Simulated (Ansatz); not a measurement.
A geometry of Pt away from equilibrium: step 5 of the relaxation of a relaxed Pt cell, doubled along one cell vector, shaken by Gaussian noise of σ = 0.08 Å a coordinate. The numbers are results of r2SCAN (plane waves to 500 eV, PAW, scalar-relativistic; Ansatz, an electronic-structure program), not measurements. Γ-centred k-mesh 13×13×2 on the run's cell (coarser than for final values), Fermi–Dirac smearing 0.05 eV.

```
CELL_PARAMETERS angstrom
      2.74638    -0.00285    -0.00106
     -1.37566     2.38081    -0.00004
     -0.00713    -0.00444    18.85390
ATOMIC_POSITIONS crystal
  Pt 0.00049 0.02383 0.99997
  Pt 0.99435 0.98259 0.49988
  Pt 0.98388 0.01735 0.24923
  Pt 0.00913 0.99568 0.74957
  Pt 0.38853 0.79742 0.12437
  Pt 0.39723 0.74349 0.62561
  Pt 0.58579 0.22976 0.37551
  Pt 0.62306 0.24211 0.87369
```

Question: Which atoms carry the largest force, and which way does it point?

Answer: 0.22 eV/Å, on Pt7, Pt8 (atoms numbered as listed); on Pt7 its components are (0.06, -0.10, -0.19).

Question: What is the pressure?

Answer: -0.2 GPa, compression positive.

Question: How much energy per atom can still be gained by relaxing?

Answer: 0.03 eV/atom; the path ends in I4/mmm (No. 139) (AFLOW prototype A_tI2_139_a (A_a)).

No spin polarisation in the result.

The end of the path is a generated cell of Pt: the first start was made by placing the elements on the sites of a structure type, and the end was not matched to a known phase here, so it may be hypothetical. Known forms of Pt include space group No. 225.
